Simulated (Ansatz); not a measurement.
Cs2Pt3Se4:
```cif
data_Cs8Pt12Se16
_chemical_formula_sum 'Cs8 Pt12 Se16'
_space_group_name_H-M_alt 'Fmmm'
_space_group_IT_number 69
_space_group_name_Hall '-F 2 2'
_cell_length_a 6.68768
_cell_length_b 11.39828
_cell_length_c 14.48071
_cell_angle_alpha 90.000
_cell_angle_beta 90.000
_cell_angle_gamma 90.000
loop_
_atom_site_label
_atom_site_type_symbol
_atom_site_symmetry_multiplicity
_atom_site_Wyckoff_symbol
_atom_site_fract_x
_atom_site_fract_y
_atom_site_fract_z
_atom_site_occupancy
Cs1 Cs 8 i 0.00000 0.00000 0.35247 1
Pt1 Pt 8 e 0.25000 0.25000 0.00000 1
Pt2 Pt 4 a 0.00000 0.00000 0.00000 1
Se1 Se 16 m 0.00000 0.16768 0.10733 1
```
(The calculation used a cell of 9 atoms; values per cell refer to that cell.)

Relaxed at zero pressure with the program Ansatz at the HSE06 level (PAW).

Question: The volume is lowered by 6 % and shape and atoms relax at that volume. What pressure results, and how do the axes share the change?

Answer: 1.1 GPa; a -0.8 %, b -0.5 %, c -4.8 %; the energy rises by 6 meV/atom.

Question: Give the new structure.

Answer: 
Space group Fmmm (No. 69); a = 6.635 Å, b = 11.340 Å, c = 13.790 Å, α = β = γ = 90.00°

```
atom  site  symmetry       x       y       z
----  ----  --------  ------  ------  ------
Cs      8i       mm2  0.0000  0.0000  0.3506
Pt      8e     ..2/m  0.2500  0.2500  0.0000
Pt      4a       mmm  0.0000  0.0000  0.0000
Se     16m       m..  0.0000  0.1678  0.1131
```

The phase is kept; no other phase was compared at this pressure.

The first step of the workflow began from a Materials Project structure, measured or hypothetical; the Crystallography Open Database copy checked does not list it. Its standing as an ambient phase is unchecked. Symmetry was held in the HSE06 relaxation; its stability against distortions is not shown here. No spin polarisation was allowed. Spin–orbit coupling is left out wherever it is not named.

Potentials: the later of the program's two PAW sets.
